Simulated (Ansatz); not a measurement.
BaTiO$_{3}$:
```xyz
5
Lattice="3.9941 0.0000 0.0000 0.0000 3.9941 0.0000 0.0000 0.0000 3.9941" Properties=species:S:1:pos:R:3 pbc="T T T"
Ba     0.0000     0.0000     0.0000
Ti     1.9970     1.9970     1.9970
O      0.0000     1.9970     1.9970
O      1.9970     1.9970     0.0000
O      1.9970     0.0000     1.9970
```

DFT-r²SCAN in the program Ansatz with PAW potentials gives a gap of 2.17 eV without spin–orbit coupling, maximum at R, minimum at Γ.

Task: What happens when spin–orbit coupling is switched on?

Result: The gap decreases by 0.01 eV, to 2.16 eV; maximum at R, minimum at Γ.

Task: Give the electron effective mass with spin–orbit coupling, band 1 of 2 at the edge.

Result: 1.2 along [100], 0.83 along [110], 0.69 along [111] (mₑ).

Task: Give the electron effective mass with spin–orbit coupling, band 2 of 2 at the edge.

Result: 0.44 along [100], 0.51 along [110], 0.59 along [111] (mₑ).

Space group Pm-3m (cubic perovskite). This is a known high-temperature phase of the composition, computed here at zero pressure and temperature. The cell was relaxed with r²SCAN under the symmetry of its start. At this level the phase is dynamically unstable (imaginary phonons). No spin polarisation was allowed.

Potentials: the later of the program's two PAW sets.
